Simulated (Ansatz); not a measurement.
Relaxed-ion elastic tensor of InGaAs₂ in space group P-4m2 (No. 115; In on 1d, Ga on 1b, As on 2g) in GPa (Voigt order), plane-wave PAW r²SCAN (Ansatz code); density 5.44 g/cm³, 25.53 Å³ per atom.

```
 118  24.5  47.6   0.0   0.0   0.0
24.5   118  47.6   0.0   0.0   0.0
47.6  47.6  99.1   0.0   0.0   0.0
 0.0   0.0   0.0  46.4   0.0   0.0
 0.0   0.0   0.0   0.0  46.4   0.0
 0.0   0.0   0.0   0.0   0.0  24.5
```

Problem. Is the crystal mechanically stable?

Solution. Yes: the smallest eigenvalue of C is 24.5 GPa.

Problem. Work out the Voigt, Reuss and Hill averages.

Solution. K_V = 63.9, K_R = 63.9, K_H = 63.9; G_V = 37.9, G_R = 34.5, G_H = 36.2 GPa.

Problem. Give Young's modulus, Poisson's ratio, Pugh's ratio and the universal anisotropy index.

Solution. E = 9KG/(3K + G) = 91.3 GPa; ν = 0.26; K/G = 1.77 (near the Pugh limit of 1.75, no verdict); A_U = 5G_V/G_R + K_V/K_R − 6 = 0.49.

Problem. Estimate the sound speeds and the Debye temperature.

Solution. v_l = √((K + 4G/3)/ρ) = 4540 m/s, v_t = √(G/ρ) = 2580 m/s, mean 2870 m/s; Θ = (h/k)(3n/4πV)^(1/3) v_m = 290 K.

Problem. How much does each axis shrink under pressure?

Solution. Linear compressibilities β_i = Σ_j S_ij (j = 1 to 3): x 5.3, y 5.3, z 5.0 per TPa.

The first step of the workflow began from a Materials Project structure, measured or hypothetical; the Crystallography Open Database copy checked does not list it. With In and Ga taken as one species the cell has the higher symmetry F-43m, so it may be an ordered model of a mixed-site phase. Its standing as an ambient phase is unchecked. The cell was relaxed with r²SCAN under the symmetry of its start; whether a distortion lowers the energy is not shown.

Potentials: the later of the program's two PAW sets.
